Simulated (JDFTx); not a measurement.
System: Ag(111) (Fm-3m bulk; lattice of mp-124, not re-optimised at this level), 1x1 cell of 3 atoms in 3 planes, area 7.29 Å² a face, 4.8 Å between the outermost planes in a cell 20.7 Å high; k mesh 8×8×1, Fermi width 0.01 Ha, no spin polarisation.

All numbers are PBE, GBRV ultrasoft potentials, plane waves to 20/100 Ha results from a modified build of JDFTx, not measurements. Liquid: CANDLE, acetonitrile, 1 M KCl. The neutral cell holds 57 valence electrons and has two faces of 7.294 Å² each. Last filling lines of the neutral and of a charged run (μ in hartree, zero in the bulk liquid):

```
FillingsUpdate:  mu: -0.160611356  nElectrons: 57.000000
FillingsUpdate:  mu: -0.183379000  nElectrons: 56.943706
```

Worked example: both potentials, by the convention U = −μ/e − 4.44 V vs SHE, the surface charge density and the mean capacitance.

U_pzc = 0.16061 × 27.2114 − 4.44 = -0.07 V; U = 0.18338 × 27.2114 − 4.44 = 0.55 V. The cell has -0.0563 excess electrons, a net charge of 0.0563 e, shared by two faces: σ = 0.0563 e / (2 × 7.294 Å²) = 0.00386 e/Å² = 6.2 μC/cm² (1 e/Å² = 1602.18 μC/cm²). C = σ/(U − U_pzc) = 6.2/0.62 ≈ 10 μF/cm². In this non-aqueous liquid the SHE scale is nominal.
